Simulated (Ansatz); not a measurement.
InAs (zinc blende)

```xyz
2
Lattice="0.0000 3.0932 3.0932 3.0932 0.0000 3.0932 3.0932 3.0932 0.0000" Properties=species:S:1:pos:R:3 pbc="T T T"
As     4.6397     4.6397     4.6397
In     0.0000     0.0000     0.0000
```

Scan: atom 2 (In, nearest neighbour As at 2.679 Å; its periodic images, 4.4 Å or more away, move with it) is displaced along Cartesian x, direction (1.000, 0.000, 0.000) in Cartesian axes, by s. The other atoms stay.

Method: PBE (plane waves to 420 eV, PAW, scalar-relativistic; Ansatz, a program for electronic structure). k mesh 8×8×8 (Γ-centred), Fermi-Dirac smearing 0.05 eV. The energy includes the smearing's −TS. With partly filled bands, energies and forces of such displacements shift with the k mesh and the smearing. At this level the bands of InAs touch or barely overlap; measurements give the solid a gap. InAs was relaxed with its symmetry unable to fall. The zero of ΔE is the undisplaced structure. The last digit holds for this mesh only.

| s (Å) | ΔE (meV/cell) |
|---|---|
| -0.800 | 1716.2 |
| -0.640 | withheld |
| -0.480 | 706.3 |
| -0.320 | 328.1 |
| -0.160 | 83.9 |
| 0.000 | 0.0 |
| 0.160 | 83.9 |
| 0.320 | 328.1 |
| 0.480 | 706.3 |
| 0.640 | withheld |
| 0.800 | 1716.2 |

Task: Fit an even polynomial form (powers 2, 4, 6) to the given rows and predict ΔE at s = -0.640.

Result: Least squares on the 9 given rows: ΔE = (3318)·s² + (-1154)·s⁴ + (248.1)·s⁶, in meV/cell with s in Å; root-mean-square residual 0.22 meV/cell. At -0.640 the fit gives 1182.5 meV/cell; the calculation gives 1182.9 meV/cell, so the interpolation is off by -0.4 (-0.0 %). The quadratic term alone would give 1359.1 meV/cell.

(A displaced cell: forces are minus the slopes of the energy, force constants its curvatures, and phonons follow from these.)
